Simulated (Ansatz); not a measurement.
Relaxed candidate structures of Ge:

**A**
```
Ge
1.0
    2.92745     0.00000     0.00000
   -1.46372     2.53524     0.00000
    0.00000     0.00000     5.06444
Ge
2
Direct
  0.33333   0.66667   0.75000
  0.66667   0.33333   0.25000
```

**B**
```
CELL_PARAMETERS angstrom
      2.67915     0.00000     0.00000
      0.00000     2.67915     0.00000
      0.00000     0.00000     2.67915
ATOMIC_POSITIONS crystal
  Ge 0.50000 0.50000 0.50000
```

**C**
```cif
data_Ge2
_chemical_formula_sum 'Ge2'
_space_group_name_H-M_alt 'P 1'
_space_group_IT_number 1
_cell_length_a 5.50396
_cell_length_b 5.50396
_cell_length_c 5.50396
_cell_angle_alpha 30.504
_cell_angle_beta 30.504
_cell_angle_gamma 30.504
loop_
_space_group_symop_operation_xyz
  'x, y, z'
loop_
_atom_site_label
_atom_site_type_symbol
_atom_site_fract_x
_atom_site_fract_y
_atom_site_fract_z
_atom_site_occupancy
Ge1 Ge 0.08679 0.08679 0.08679 1
Ge2 Ge 0.91321 0.91321 0.91321 1
```

**D**
```xyz
4
Lattice="3.9948 0.0000 0.0000 -1.9974 3.4596 0.0000 0.0000 0.0000 6.5988" Properties=species:S:1:pos:R:3 pbc="T T T"
Ge     0.0000     2.3064     0.4156
Ge     1.9974     1.1532     3.7150
Ge     1.9974     1.1532     6.1833
Ge     0.0000     2.3064     2.8838
```

**E**
```cif
data_Ge8
_chemical_formula_sum 'Ge8'
_space_group_name_H-M_alt 'P 1'
_space_group_IT_number 1
_cell_length_a 5.36965
_cell_length_b 5.36965
_cell_length_c 5.36965
_cell_angle_alpha 90.000
_cell_angle_beta 90.000
_cell_angle_gamma 90.000
loop_
_space_group_symop_operation_xyz
  'x, y, z'
loop_
_atom_site_label
_atom_site_type_symbol
_atom_site_fract_x
_atom_site_fract_y
_atom_site_fract_z
_atom_site_occupancy
Ge1 Ge 0.25000 0.00000 0.50000 1
Ge2 Ge 0.75000 0.00000 0.50000 1
Ge3 Ge 0.00000 0.50000 0.25000 1
Ge4 Ge 0.00000 0.50000 0.75000 1
Ge5 Ge 0.50000 0.25000 0.00000 1
Ge6 Ge 0.50000 0.75000 0.00000 1
Ge7 Ge 0.00000 0.00000 0.00000 1
Ge8 Ge 0.50000 0.50000 0.50000 1
```

Q: Order them by energy per atom (lowest first) at the level r2SCAN (plane waves to 500 eV, PAW, scalar-relativistic; Ansatz, a first-principles code).

A: D (reference), B (+0.35 eV/atom), C (+0.53 eV/atom), A (+0.56 eV/atom), E (+0.63 eV/atom)

The lowest structure calculated, Fd-3m, cF8, diamond type, is not among these; it lies 0.02 eV/atom below the lowest of them.  1 generated cell of layers, chains or molecules, poorly bound without dispersion, is left out. Each run could gain symmetry but not lose that of its start, so entries can be saddle points. All of these are generated cells (placed on structure types, drawn at random, substituted or restacked) that were not matched to a known phase here. Static energies at zero pressure. Each cell has its own k-point mesh; energy differences are given only to the digits this allows. No spin polarisation in the result.
